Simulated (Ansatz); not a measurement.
Stationary points along a deformation path in ZrB

Theory: Ansatz, DFT PBEsol, scalar-relativistic, plane waves, PAW. Settings: plane waves to 420 eV, k-mesh 20×20×20 (Γ-centred), Gaussian smearing 0.15 eV. No spin polarisation. Energies are free energies at this smearing, counted from the undisturbed cell; pressure is positive in compression.

Reference structure (as given, not relaxed at this level; it stands at 29.4 GPa, and it needn't be the usual structure):

```
CELL_PARAMETERS angstrom
0.00000 2.32500 2.32500
2.32500 0.00000 2.32500
2.32500 2.32500 0.00000
ATOMIC_POSITIONS crystal
Zr 0.00000 0.00000 0.00000
B 0.50000 0.50000 0.50000
```

At fixed volume and fractional coordinates, lengths along (0.577, 0.577, 0.577) are scaled against those across it; ρ is that ratio over its starting value. V = 12.568 Å³/atom. Δσ is the stress along the axis less the mean stress across it (compression positive).

```csv
ρ,ΔE (meV/atom),Δσ (GPa),space group
0.500,366.7,0.00,Pm-3m
0.600,269.9,11.12,R-3m
0.710,161.9,12.71,R-3m
0.850,62.3,11.43,R-3m
1.000,0.0,0.00,Fm-3m
1.200,116.7,-24.27,R-3m
1.410,419.4,-48.40,R-3m
1.700,906.8,-42.90,R-3m
2.000,1259.1,-52.83,R-3m
```

**Question.** How does the stress give the slope of the energy, and where is the energy stationary?

**Answer.** Along the path d ln(length) is 2/3 d ln ρ on the axis and −1/3 d ln ρ across it, so dE/d ln ρ = −(2/3) V Δσ: the energy falls with ρ where Δσ is positive. Δσ vanishes or changes sign at ρ = 0.500 (Pm-3m, an end of the scan), at 366.7 meV/atom; at ρ = 1.000 (Fm-3m), a minimum at 0.0 meV/atom. Pairs of stationary points between two samples would go unseen, and could change a minimum read from distant neighbours into a maximum. At ρ = 0.500, 1.000 the cell is cubic, where symmetry alone makes the stress isotropic and the slope zero.

In a metal these slopes depend on the k mesh and the smearing.